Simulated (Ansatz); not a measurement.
LaTaO₄ in space group Cmc2_1 (No. 36; Pearson symbol oS24), the program Ansatz at the r²SCAN level (PAW). The conduction-band minimum lies at Γ, with 1 equivalent valley. Second derivatives d²E/dk² of the lowest band at one valley (eV·Å²), along Cartesian directions:

```
direction  d²E/dk²
---------  -------
[100]        5.839
[010]        4.291
[001]        4.977
[110]        5.060
[101]        5.401
[011]        4.629
```

Task: Find the principal effective masses, the density-of-states mass and the conductivity mass.

Result: Off-diagonal terms follow from H_xy = H[110] − (H_xx + H_yy)/2, and m*/mₑ = 7.620 eV·Å² over each eigenvalue: 1.3, 1.5, 1.8. One valley's DOS mass (m₁m₂m₃)^(1/3) = 1.5, conductivity mass 3/(Σ 1/mᵢ) = 1.5 mₑ.

Task: What effective density of states Nc follows at 300 K for parabolic valleys?

Result: Nc = 2.509e19 × 1 × (1.5)^(3/2) ≈ 4.6e19 cm⁻³.

The first step of the workflow began from a Materials Project structure, measured or hypothetical; the Crystallography Open Database files this formula in space group No. 36, but the cells were not matched. Its standing as an ambient phase is unchecked. Symmetry was held in the r²SCAN relaxation; whether a distortion lowers the energy is not shown. No spin polarisation was allowed. Scalar-relativistic: spin–orbit coupling is off unless named, which matters more the heavier the elements.

Potentials: the later of the program's two PAW sets.

Edges and masses are those of Kohn–Sham bands, whose gap is no quasiparticle gap.
